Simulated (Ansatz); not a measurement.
**Property card for InGaAs₂**

InGaAs₂:
```
InGaAs2
1.0
    2.07623     1.19871     6.80690
   -2.07623     1.19871     6.80690
    0.00000    -2.39743     6.80690
In Ga As
1 1 2
Direct
  0.62433   0.62433   0.62433
  0.12501   0.12501   0.12501
  0.00527   0.00527   0.00527
  0.49537   0.49537   0.49537
```

Space group R3m (No. 160); conventional cell a = 4.1525 Å, b = 4.1525 Å, c = 20.4207 Å, α = 90.00°, β = 90.00°, γ = 120.00°.

Method: DFT-PBEsol in the program Ansatz with PAW potentials. Structure relaxed to zero pressure with the same functional. Other levels are named where they apply.

Cell and energy:

```json
{
 "volume_per_atom": "25.41 Å³",
 "density": "5.46 g/cm³",
 "Formation energy from the elements (no fitted shifts)": "-0.23 eV/atom"
}
```

Electronic structure:

```json
{
 "electronic_character": "no gap, with almost no states at the Fermi level (zero-gap or semimetallic)",
 "Density of states at the Fermi level": "0.00 states/eV per atom (mean over ±0.08 eV)",
 "HSE06 gap on the PBEsol cell": "0.47 eV (a hybrid on a coarse mesh can open a false gap in a semimetal)",
 "Gap with spin–orbit coupling": "none (metallic)"
}
```

Mechanics:

```json
{
  "Bulk modulus (Birch–Murnaghan fit)": "60.4 GPa",
  "Pressure derivative B′": "4.6"
}
```

The workflow started from a Materials Project entry (that database holds measured and hypothetical structures alike); the Crystallography Open Database copy checked does not list it. With In and Ga taken as one species the cell has the higher symmetry F-43m, so it may be an ordered model of a mixed-site phase. Whether it is the stable phase at ambient conditions was not checked. Symmetry was held in the PBEsol relaxation; whether a distortion lowers the energy is not shown. The references are the lowest solids computed at this level, not always the standard phases. Scalar-relativistic: spin–orbit coupling is off unless named, which matters more the heavier the elements.

Potentials: the later of the program's two PAW sets.
